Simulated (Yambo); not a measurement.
Si (space group P6_3/mmc, No. 194), G0W0@PBEsol (Yambo, plasmon pole, terminator in G, 6×6×2 mesh): gap Γ → M in eV by bands and screening block.

```json
[
 {"bands (W and G)": "33", "2 Ry": "0.67", "4 Ry": "[?]", "6 Ry": "0.88", "8 Ry": "0.90", "10 Ry": "0.91"},
 {"bands (W and G)": "58", "2 Ry": "0.63", "4 Ry": "[?]", "6 Ry": "0.90", "8 Ry": "0.93", "10 Ry": "0.94"},
 {"bands (W and G)": "92", "2 Ry": "0.61", "4 Ry": "0.77", "6 Ry": "0.90", "8 Ry": "0.94", "10 Ry": "0.96"},
 {"bands (W and G)": "134", "2 Ry": "0.61", "4 Ry": "0.76", "6 Ry": "0.90", "8 Ry": "0.95", "10 Ry": "0.97"},
 {"bands (W and G)": "176", "2 Ry": "0.61", "4 Ry": "0.76", "6 Ry": "0.90", "8 Ry": "0.96", "10 Ry": "[?]"}
]
```

Task: Estimate the withheld gaps from their neighbours; the computed values follow.

Result: 
- 33, 4 Ry: 0.79
- 58, 4 Ry: 0.78
- 176, 10 Ry: 0.98

The largest settings aren't shown to be the converged limit.

Geometry relaxed with PBEsol; primitive cell a = 3.826 Å, b = 3.826 Å, c = 6.315 Å, α = 90.00°, β = 90.00°, γ = 120.00°.

This is not the ordinary phase of the substance; no match was found in the copy of COD used, and its stability was not checked.
